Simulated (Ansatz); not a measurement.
## In4SbAs3 (ordering on wurtzite): the band gap by level of theory

All numbers come from the plane-wave code Ansatz. Simulation only: spin-unpolarised, and no claim that this is the phase found in nature.

An ordered 8-atom cell of In4SbAs3 on the wurtzite lattice (Pm), relaxed with r2SCAN. The symmetry is Pm (No. 6, monoclinic); a = 7.220 Å, b = 4.389 Å, c = 7.607 Å, β = 90.0° in the conventional setting, 30.13 Å³ an atom. As is surrounded by 4 In at 2.66–2.68 Å; As is surrounded by 4 In at 2.65–2.67 Å; As is surrounded by 4 In at 2.62–2.67 Å; Sb is surrounded by 4 In at 2.78–2.82 Å; In is surrounded by 3 As at 2.66 Å and 1 Sb at 2.80 Å; In is surrounded by 2 As at 2.62–2.65 Å and 2 Sb at 2.78 Å; In is surrounded by 4 As at 2.67–2.68 Å; In is surrounded by 3 As at 2.67–2.68 Å and 1 Sb at 2.82 Å.

On this one geometry the levels give:
```tsv
level	k mesh	gap (eV)	kind	edges	least direct gap (eV)	rough cost
PBE	4×6×4	0.01	direct	Γ–A (0.10)	0.01	3 core-minutes
r2SCAN	4×6×4	0.01	indirect	Γ–A (0.10) → Γ	0.14	3 core-minutes
HSE06	2×4×2	0.02	indirect	Γ–A (0.10) → Γ	0.04	14 core-minutes
```
All runs use a smearing of 0.02 eV.
Wave cutoffs: 420 eV, 500 eV (r2SCAN).
Points off the special ones are mesh points or PBE's searched band edges, reused at the other levels.
Costs come from shared machines and give only the order; PBE's includes the band path. The runs had 4 threads of Arm Neoverse V1, on a shared host.

The HSE06 gap is indirect, 0.02 eV (Γ–A (0.10 of the way from Γ) to Γ), below the direct gap of 0.04 eV at Γ. (This is within a few times the smearing of 0.02 eV, so the filling near the edges can be smeared.) With r2SCAN, at Γ the top three valence levels group as 1+1+1 from the top, spread over 195 meV.

Direct and least gap lie within 0.04 eV at some levels, so the kind of gap isn't settled.

No spin-orbit coupling is included; it can move band edges with weight on the heavy atoms by tenths of an eV.

Gaps or overlaps of about a tenth of an eV are at the limit of these meshes: between the points read a gap can be smaller or closed.

The meshes of the hybrids are coarse, so their gaps aren't converged to the digits shown.

The splittings at Γ are without spin-orbit coupling, which is tenths of an eV in such compounds, regroups them and changes the shifts of the gap.
